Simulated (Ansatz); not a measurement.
Sn (beta-Sn type, space group I4_1/amd)

```xyz
2
Lattice="-2.9439 2.9439 1.5923 2.9439 -2.9439 1.5923 2.9439 2.9439 -1.5923" Properties=species:S:1:pos:R:3 pbc="T T T"
Sn     0.0000     2.9439     0.7961
Sn     0.0000     0.0000     0.0000
```

E(V) scan at fixed shape, V₀ the volume above. Symmetry pins the atoms to their sites.

Method: r2SCAN (plane waves to 500 eV, PAW, scalar-relativistic; Ansatz, a first-principles code). k mesh 17×17×17 (Γ-centred), Fermi-Dirac smearing 0.05 eV. Stress and pressure are positive under compression. Sn was relaxed with its symmetry unable to fall. The PAW data are Ansatz's earlier set.

At one point of the scan the stress tensor (GPa) is:

```
   -3.6      0.0      0.0
    0.0     -3.6      0.0
    0.0      0.0     -3.3
```

Problem. Which point is it?
(A) V/V₀ = 1.160
(B) V/V₀ = 1.040
(C) V/V₀ = 1.080
(D) V/V₀ = 1.120

Solution. C, V/V₀ = 1.080

(A scan under strain: stresses follow from slopes of the energy per volume, elastic moduli from its curvatures.)
